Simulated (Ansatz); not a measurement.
**Field gradients of Si₃N₄ from run to run**

Cell of run 1: an entry of the Crystallography Open Database (COD; perhaps a calculated or model structure), atoms as given.

```cif
data_Si3N4
_symmetry_space_group_name_H-M 'P6_3/m'
_symmetry_Int_Tables_number 176
_cell_length_a 7.6044
_cell_length_b 7.6044
_cell_length_c 2.9063
_cell_angle_alpha 90.000
_cell_angle_beta 90.000
_cell_angle_gamma 120.000
loop_
_atom_site_label
_atom_site_type_symbol
_atom_site_symmetry_multiplicity
_atom_site_Wyckoff_symbol
_atom_site_fract_x
_atom_site_fract_y
_atom_site_fract_z
Si Si 6 h 0.7685 0.1746 0.2500
N7 N 6 h 0.0306 0.3303 0.2500
N13 N 2 d 0.6667 0.3333 0.2500
```

One atom of each set is listed.

Relaxed positions (PBE, cell held):

Si (0.7680, 0.1741, 0.2500)
N7 (0.0300, 0.3299, 0.2500)
N13 (0.6667, 0.3333, 0.2500)

All runs are DFT with Ansatz 0.2.0 (plane waves and PAW, scalar-relativistic unless spin–orbit coupling is named, Γ-centred meshes, Fermi–Dirac smearing where given) in this cell.

Run 1: PBE, atoms as given; 420 eV, 4×4×10 k-points, smearing 0.02 eV.
Run 2: PBE, atoms relaxed; 420 eV, 4×4×10 k-points, smearing 0.02 eV.
Run 3: r2SCAN, at the relaxed atoms; 500 eV, 4×4×10 k-points, smearing 0.02 eV.

```tsv
run	Si V_zz (η)	N7 V_zz (η)	N13 V_zz (η)
1	0.98 (0.40)	-4.94 (0.07)	-4.91 (0.00)
2	0.98 (0.41)	-4.94 (0.07)	-4.90 (0.00)
3	?	?	?
```

V_zz in 10²¹ V/m².

Task: Estimate the row of run 3.

Result: Si: 0.98 (0.38); N7: -4.92 (0.08); N13: -4.97 (0.00). It lies nearest to run 1, from whose tensors on these sites it differs by 0.07 at most (largest principal value of the difference, on N7). Taken one at a time, the functional (r2SCAN with its higher cutoff) moves the tensors on these sites by up to 0.07 (largest principal value of the change, on N13), the positions of the atoms (as given or relaxed) by 0.03 (N7).

The cell isn't the equilibrium one in runs 1, 2 (calculated pressure 6, 6 GPa), and the entry's cell may itself be off.
